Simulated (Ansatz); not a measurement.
**Find the missing element**

Cell vectors (Å):

```
 2.7381  0.0000  0.0000
-1.3691  2.3713  0.0000
 0.0000  0.0000  4.4169
```

```
atom       a       b       c
   X  0.3333  0.6667  0.2500
   X  0.6667  0.3333  0.7500
```

Computed with LDA, all-electron LAPW in Ansatz 0.2.0, scalar-relativistic. k mesh 14×14×8, fine mesh 24×24×12, Fermi-Dirac smearing of 0.100 eV, lines of 0.15 eV, Drude damping 0.2 eV.

Independent-particle optical response of a crystal from Kohn-Sham bands on the fine mesh with a Drude term, no local fields or excitons; Cartesian axes as in the cell vectors.

| Item | Value |
| --- | --- |
| Fine mesh | 24, 24, 12 |
| Line width | 0.15 eV |
| Drude damping | 0.2 eV |
| Further gaussian width | 0.3 eV |

| photon energy (eV) | dielectric imag xx |
| --- | --- |
| 0.8 | 74.96 |
| 1.6 | 27.2 |
| 2.4 | 28.59 |
| 3.2 | 28.47 |
| 4 | 25.59 |
| 4.8 | 24.97 |
| 5.6 | 13.33 |
| 6.4 | 9.23 |
| 7.2 | 6.14 |
| 8 | 3.72 |
| 8.8 | 3.32 |
| 9.6 | 2.77 |
| 10.4 | 3.7 |
| 11.2 | 4.23 |
| 12 | 3.42 |
| 12.8 | 2.94 |
| 13.6 | 2.68 |
| 14.4 | 2.51 |
| 15.2 | 3.63 |
| 16 | 4.61 |
| 16.8 | 4.7 |
| 17.6 | 3.75 |
| 18.4 | 2.72 |
| 19.2 | 2.03 |
| 20 | 1.26 |
| 20.8 | 1.05 |
| 21.6 | 1.04 |
| 22.4 | 1.02 |
| 23.2 | 0.94 |
| 24 | 0.79 |
| 24.8 | 0.68 |

Question: All X atoms are one element. Which one was computed?

Answer: Re; the crystal is Re (P6_3/mmc).

Limits of these numbers: these sums move with the mesh, by several per cent and more for small sheets; Fermi surface not resolved by the mesh; spectra summed at the mesh points alone; no spin-orbit coupling on heavy atoms.
